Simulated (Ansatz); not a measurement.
Relaxed-ion elastic tensor of Al2Au (fluorite or antifluorite type, space group No. 225) in GPa (Voigt order), PBE in the plane-wave PAW code Ansatz; density 7.49 g/cm³, 18.55 Å³ per atom.

```
 139  87.8  87.8   0.0   0.0   0.0
87.8   139  87.8   0.0   0.0   0.0
87.8  87.8   139   0.0   0.0   0.0
 0.0   0.0   0.0  48.5   0.0   0.0
 0.0   0.0   0.0   0.0  48.5   0.0
 0.0   0.0   0.0   0.0   0.0  48.5
```

Problem. Is the crystal mechanically stable?

Solution. Yes: the smallest eigenvalue of C is 48.5 GPa.

Problem. Work out the Voigt, Reuss and Hill averages.

Solution. K_V = 105, K_R = 105, K_H = 105; G_V = 39.3, G_R = 35.6, G_H = 37.5 GPa.

Problem. Give Young's modulus, Poisson's ratio, Pugh's ratio and the universal anisotropy index.

Solution. E = 9KG/(3K + G) = 100 GPa; ν = 0.34; K/G = 2.80 (ductile by the Pugh limit of 1.75); A_U = 5G_V/G_R + K_V/K_R − 6 = 0.52.

Problem. Estimate the sound speeds and the Debye temperature.

Solution. v_l = √((K + 4G/3)/ρ) = 4550 m/s, v_t = √(G/ρ) = 2240 m/s, mean 2510 m/s; Θ = (h/k)(3n/4πV)^(1/3) v_m = 282 K.

Problem. Give the Zener ratio and Young's modulus along [100], [110] and [111].

Solution. A = 2C44/(C11 − C12) = 1.91; 1/E = S11 − 2(S11 − S12 − S44/2)Γ with Γ = 0, 1/4, 1/3 gives 70.7, 105, 126 GPa.

Problem. Solve the Christoffel equation for the three sound speeds along [100], [110], [111].

Solution. Eigenvalues of C_ijkl n_j n_l equal ρv². In km/s, slowest first: [100] 2.55, 2.55, 4.30; [110] 1.84, 2.55, 4.65; [111] 2.10, 2.10, 4.76.

Space group Fm-3m (fluorite or antifluorite type). The PBE relaxation kept the symmetry of its start; phonons on a q-mesh show no instability. As this level gives no gap, shear constants depend on the k-mesh and smearing (Fermi–Dirac, 0.1 eV here). Spin–orbit coupling is left out wherever it is not named.

Potentials: the later of the program's two PAW sets.
